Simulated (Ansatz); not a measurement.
A distorted cell of SrGaSnH (space group P3m1):

```yaml
crystal:
  lattice:
    - [4.46962, 0.00000, 0.00000]
    - [-2.23481, 3.87081, 0.00000]
    - [0.00000, 0.00000, 5.18956]
  atoms:
    - { symbol: Sr, position: [0.00000, 0.00000, 0.00249] }
    - { symbol: Ga, position: [0.66667, 0.33333, 0.59991] }
    - { symbol: Sn, position: [0.33333, 0.66667, 0.45617] }
    - { symbol: H, position: [0.66667, 0.33333, 0.93074] }
```

Calculation: r2SCAN (plane waves to 500 eV, PAW, scalar-relativistic; Ansatz, a quantum-chemistry and plane-wave program). k mesh 9×9×7 (Γ-centred), Fermi-Dirac smearing 0.05 eV. E stands for the smeared free energy. Compression counts positive. SrGaSnH was relaxed with its symmetry unable to fall.

Task: Give the stress tensor in GPa and the pressure.

Result: 
```
  -0.79     0.00     0.00
   0.00    -0.79     0.00
   0.00     0.00    -0.47
```
The pressure, a third of the trace, is -0.68 GPa.

Task: It is the relaxed cell scaled evenly to V/V₀ = 1.015, atoms relaxed where free. What is its energy relative to the relaxed cell?

Result: 0.7 meV/atom.

(Under strain, the slope of the energy per volume gives the stress and its curvature an elastic modulus.)
